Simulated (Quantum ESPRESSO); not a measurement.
## Kohn-Sham bands of GeS (Pnma)

```
CELL_PARAMETERS angstrom
     10.78075     0.00000     0.00000
      0.00000     3.60314     0.00000
      0.00000     0.00000     4.52313
ATOMIC_POSITIONS crystal
  Ge 0.87225 0.25000 0.36689
  Ge 0.12775 0.75000 0.63311
  Ge 0.62775 0.75000 0.86689
  Ge 0.37225 0.25000 0.13311
  S  0.65483 0.25000 0.51479
  S  0.34517 0.75000 0.48521
  S  0.84517 0.75000 0.01479
  S  0.15483 0.25000 0.98521
```

Cell from Materials Project (mp-2242), symmetrised, no further relaxation. COD (Crystallography Open Database) has an entry of this formula and space group (matched by these alone). Method: PBEsol plane waves in Quantum ESPRESSO 7.5 (PseudoDojo norm-conserving files, 63 Ry, no spin polarisation, no spin-orbit coupling), Bloch states on a 4×6×6 mesh through Γ, Wannier90 4.0.1. Density: 4×8×8 mesh, cold smearing 0.01 Ry. The cell is built of weakly bound layers, chains or molecules, whose nearest atoms lie 3.50 Å apart. Database cells relaxed without dispersion often hold them too far apart, which can enlarge gaps and weakens couplings between them; spacing and stacking were not compared with the measured crystal. Spin-orbit coupling, left out, would split the p-like bands by a few tenths of an eV.

**Question.** List the Kohn-Sham levels between −8 and 4.0 eV relative to the valence-band maximum at the high-symmetry points, as a band run of pw.x on that density gives them (levels within 2 meV counted together).

**Answer.** 
```json
[
 {"point": "Γ", "k (reciprocal lattice)": "0.000 0.000 0.000", "levels (eV)": "-7.89, -5.70, -5.34, -5.10, -4.26, -4.19, -3.63, -3.38, -3.13, -2.21, -2.13, -1.78, -1.00, -0.96, 0.00, 1.07, 2.11, 2.43, 2.76, 2.83, 2.88, 3.76"},
 {"point": "X", "k (reciprocal lattice)": "0.500 0.000 0.000", "levels (eV)": "-5.36 (×2), -5.01 (×2), -3.56 (×2), -3.27 (×2), -2.04 (×2), -1.94 (×2), -0.46 (×2), 2.02 (×2), 2.33 (×2), 3.42 (×2), 3.97 (×2)"},
 {"point": "S", "k (reciprocal lattice)": "0.500 0.500 0.000", "levels (eV)": "-3.87 (×4), -2.67 (×4), -1.71 (×4), 1.51 (×4), 2.58 (×4), 3.93 (×4)"},
 {"point": "Y", "k (reciprocal lattice)": "0.000 0.500 0.000", "levels (eV)": "-4.11 (×2), -3.71 (×2), -2.89 (×2), -2.51 (×2), -1.76 (×2), -1.36 (×2), 1.20 (×2), 1.43 (×2), 2.42 (×2), 2.78 (×2), 3.80 (×2)"},
 {"point": "Z", "k (reciprocal lattice)": "0.000 0.000 0.500", "levels (eV)": "-7.53 (×2), -3.91 (×2), -2.55 (×2), -2.38 (×2), -1.96 (×2), -1.28 (×2), -0.48 (×2), 1.64 (×2), 2.35 (×2), 2.85 (×2), 3.20 (×2)"},
 {"point": "U", "k (reciprocal lattice)": "0.500 0.000 0.500", "levels (eV)": "-7.74 (×2), -3.17 (×2), -2.92 (×2), -2.55 (×2), -2.38 (×2), -1.11 (×2), -0.50 (×2), 1.66 (×2), 2.16 (×2), 3.25 (×2), 3.73 (×2)"},
 {"point": "R", "k (reciprocal lattice)": "0.500 0.500 0.500", "levels (eV)": "-4.60 (×4), -4.22 (×4), -1.46 (×4), 2.65 (×4)"},
 {"point": "T", "k (reciprocal lattice)": "0.000 0.500 0.500", "levels (eV)": "-4.95 (×2), -4.65 (×2), -3.99 (×2), -3.81 (×2), -1.97 (×2), -1.39 (×2), 2.88 (×2), 2.91 (×2)"}
]
```
